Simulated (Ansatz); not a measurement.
Start of a relaxation of NbTlTe4:

```cif
data_structure
_symmetry_space_group_name_H-M 'P 1'
_symmetry_Int_Tables_number 1
_cell_length_a 6.5387
_cell_length_b 6.5387
_cell_length_c 6.5387
_cell_angle_alpha 112.706
_cell_angle_beta 112.706
_cell_angle_gamma 103.179
_cell_volume 213.29
loop_
_atom_site_label
_atom_site_type_symbol
_atom_site_fract_x
_atom_site_fract_y
_atom_site_fract_z
_atom_site_occupancy
Nb1 Nb 0.32806 0.32806 0.00000 1
Tl1 Tl 0.82824 0.82824 0.00000 1
Te1 Te 0.02067 0.70798 0.68731 1
Te2 Te 0.02067 0.33336 0.31269 1
Te3 Te 0.70798 0.02067 0.68731 1
Te4 Te 0.33336 0.02067 0.31269 1
```

Level of theory: DFT PBE, scalar-relativistic, plane waves, PAW in Ansatz. Cutoff 420 eV, Gaussian smearing, Γ-centred meshes. Cell and atoms relax first on a coarse mesh and then on a finer one. In between, the cell is made exact in the group found at 0.06 Å. In metals the finer mesh still leaves noise of several meV/atom or more. The steps can't lower the symmetry of their start. No spin polarisation.

A guess keeps its type if space group and coordination stay and the shape of the cell changes little (axis ratios within about 15 %, angles within 6°); the volume may change.

Task: Does it keep its structure type, or change into something else?

Result: It doesn't keep its type. The symmetry goes from I4mm (No. 107) to I4/mmm (No. 139). The volume per atom grows by 3.1 %, from 35.5 to 36.7 Å³. The shortest distance goes from 2.71 Å (Te–Te) to 2.69 Å (Nb–Te). Counting neighbours within 15 % of an atom's shortest distance, the start has Nb 4, Te 2, Tl 4 and the end Nb 6, Te 1, Tl 2. In detail, at the end around Nb lie 4 Te at 2.69 Å and 2 Tl at 2.75 Å; Tl has 2 Nb at 2.75 Å; Te has 1 Nb at 2.69 Å.

```xyz
6
Lattice="-4.4688 4.4688 2.7537 4.4688 -4.4688 2.7537 4.4688 4.4688 -2.7537" Properties=species:S:1:pos:R:3 pbc="T T T"
Nb    0.0000    0.0000    0.0000
Tl    0.0000    0.0000    2.7537
Te    6.2449    0.0000    0.0000
Te    2.6926    0.0000    0.0000
Te    0.0000    2.6926    0.0000
Te    0.0000    6.2449    0.0000
```

Formation energies are uncorrected and refer to the elements' standard structures at the same level.

Task: At what energy does it end?

Result: +0.18 eV/atom. It can't be a ground state, since the elements alone are lower.

The last run used an 8×8×8 mesh for its 6-atom cell and Gaussian smearing of 0.10 eV. No dispersion correction is applied, so the spacing and binding between layers, chains or molecules are poorly described. Spin–orbit coupling, which can matter for Te and Tl, is left out. The cell is a metal run without spin; a magnetic state may lie lower. The reference form of Te is held partly by dispersion forces, which this level lacks. A structure relaxed within its symmetry needn't be a true minimum.
